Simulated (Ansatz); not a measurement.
The relaxed structure here is a generated cell of SiNi2: the first start was made by placing the elements on the sites of a structure type, and the end was not matched to a known phase here, so it may be hypothetical.

One stationary structure of SiNi2. All values below come from r2SCAN (plane waves to 500 eV, PAW, scalar-relativistic; Ansatz, a program for electronic structure).

```cif
data_Ni4Si2
_chemical_formula_sum 'Ni4 Si2'
_space_group_name_H-M_alt 'P 1'
_space_group_IT_number 1
_cell_length_a 5.59116
_cell_length_b 5.59116
_cell_length_c 3.58878
_cell_angle_alpha 90.000
_cell_angle_beta 90.000
_cell_angle_gamma 145.397
loop_
_space_group_symop_operation_xyz
  'x, y, z'
loop_
_atom_site_label
_atom_site_type_symbol
_atom_site_fract_x
_atom_site_fract_y
_atom_site_fract_z
_atom_site_occupancy
Ni1 Ni 0.92561 0.07439 0.25000 1
Ni2 Ni 0.07439 0.92561 0.75000 1
Ni3 Ni 0.24553 0.75447 0.25000 1
Ni4 Ni 0.75447 0.24553 0.75000 1
Si1 Si 0.59916 0.40084 0.25000 1
Si2 Si 0.40084 0.59916 0.75000 1
```

### Question
Determine the symmetry and give the standard cell with its independent sites.

### Answer
Space group Cmcm (No. 63); a = 3.3256 Å, b = 10.6764 Å, c = 3.5888 Å, α = β = γ = 90.00°

| atom | site | symmetry | x | y | z |
|---|---|---|---|---|---|
| Ni | 4c | m2m | 0.0000 | 0.0744 | 0.2500 |
| Ni | 4c | m2m | 0.0000 | 0.2455 | 0.7500 |
| Si | 4c | m2m | 0.0000 | 0.4008 | 0.2500 |

### Question
Give the shortest distances between elements (the closest pairs, up to four, under 3.6 Å).

### Answer
Ni–Si 2.28 Å; Ni–Ni 2.40 Å; Si–Si 2.78 Å.

```json
{
 "volume_per_atom": "10.62 Å³",
 "band_gap": "no gap (metallic)",
 "magnetic_moment": "zero (the starting moments vanished)"
}
```

No spin polarisation in the result: the starting moments vanished. A magnetic state may lie lower.

The run could not lose the symmetry of its start: the end is stationary, and may be a saddle point rather than a minimum.
